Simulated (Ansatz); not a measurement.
This run works on a generated trial structure, not on a known crystal.

Input and command of a plane-wave DFT calculation in Ansatz:

```yaml
crystal:
  lattice:
    - [4.2369069961, 0.0, 0.0]
    - [0.0, 4.2369069961, 0.0]
    - [0.0, 0.0, 9.3437665184]
  atoms:
    - { symbol: "Y", position: [0.0, 0.5, 0.6816357249] }
    - { symbol: "Y", position: [0.5, 0.0, 0.3183642751] }
    - { symbol: Gd, position: [0.0, 0.0, 0.0], spin: 7.95 }
    - { symbol: Gd, position: [0.5, 0.5, 0.0], spin: 7.95 }
    - { symbol: F, position: [0.0, 0.5, 0.4568438662] }
    - { symbol: F, position: [0.5, 0.0, 0.5431561338] }
basis:
  ecutwfc: 420
kpoints:
  mp_grid: { grid: [10, 10, 4] }
hamiltonian:
  xc: pbe
scf:
  occupations: { method: gaussian, width: 0.1 }
output:
  forces: true
  stress: true
  eigenvalues: true
  populations: true
magnetization:
  spin_polarized: true
relax:
  adjacent_minimum: "off"
  f_tol: 0.01
  max_steps: 80
  cell: { stress_tol: 0.05 }
```

```bash
ansatz run input.yaml --threads 1 --pin off --max-ram 2560MiB --backend cpu --events-out ev --progress --plain --runs-dir out
```

Processor: AMD EPYC 9R45 96-Core Processor (Zen 5), 1 thread, on a host shared with other jobs.

**Question.** Estimate time, memory and problem size.

**Answer.** About 2.6 min, peak memory 1.1 GiB. It solves 53 bands at 63 k points (after reduction by symmetry) with about 3311 plane waves (on the last cell), in 68 SCF iterations over 6 ionic steps.
